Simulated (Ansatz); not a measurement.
## Ag: computed property card

Ag:
```xyz
4
Lattice="2.9075 0.0000 0.0000 -1.4537 2.5179 0.0000 0.0000 0.0000 9.4622" Properties=species:S:1:pos:R:3 pbc="T T T"
Ag     0.0000     0.0000     0.0000
Ag     0.0000     0.0000     4.7311
Ag     0.0000     1.6786     2.3656
Ag     1.4537     0.8393     7.0967
```

Space group P6_3/mmc (No. 194), dhcp (α-La type); conventional cell a = b = 2.907 Å, c = 9.462 Å, α = β = 90.00°, γ = 120.00°.

Method: r²SCAN in the plane-wave PAW code Ansatz. Structure relaxed to zero pressure with the same functional. Other levels are named where they apply.

Cell and energy:

```
Item                   Value
---------------  -----------
Volume per atom     17.32 Å³
Density          10.34 g/cm³
```

Electronic structure:

```
Property                                                                    Result
------------------------------------  --------------------------------------------
Electronic character                                             metallic (no gap)
Density of states at the Fermi level  0.27 states/eV per atom (mean over ±0.08 eV)
Gap with spin–orbit coupling                                       none (metallic)
```

Mechanics:

```
Property                                                                                         Value
--------------------------------------------  --------------------------------------------------------
Bulk modulus (Birch–Murnaghan fit)                                                             102 GPa
Pressure derivative B′                                                                             5.7
Elastic constants (relaxed ions, GPa)         C11 = 136, C12 = 91.8, C13 = 74.8, C33 = 163, C44 = 28.2
Mechanical stability                                            stable (all eigenvalues of C positive)
Hill bulk and shear moduli                                                            102 and 27.9 GPa
Young's modulus                                                                               76.8 GPa
Poisson's ratio                                                                                   0.37
Debye temperature from the elastic constants                                                     213 K
```

Phonons:

```
Quantity                                        Value
-----------------------------  ----------------------
Highest zone-centre frequency                20.6 meV
Zone-centre stability          no imaginary mode at Γ
```

The workflow started from a Materials Project entry (that database holds measured and hypothetical structures alike); the Crystallography Open Database files this formula in space group No. 194, but the cells were not matched. It is not the phase usual at ambient conditions (space group No. 225). The r²SCAN relaxation kept the symmetry of its start. No spin polarisation was allowed. As this level gives no gap, shear constants depend on the k-mesh and smearing (Fermi–Dirac, 0.1 eV here). As this level gives no gap, phonon frequencies hold no LO–TO term and depend on the k-mesh and smearing (Fermi–Dirac, 0.1 eV here). Axis ratios of metals converge slowly with the k-mesh, so a and c are less sure than the volume. On the denser mesh and wider smearing of the elastic run this cell carries a stress of 0.3 GPa. Spin–orbit coupling is left out wherever it is not named.

Potentials: the later of the program's two PAW sets.
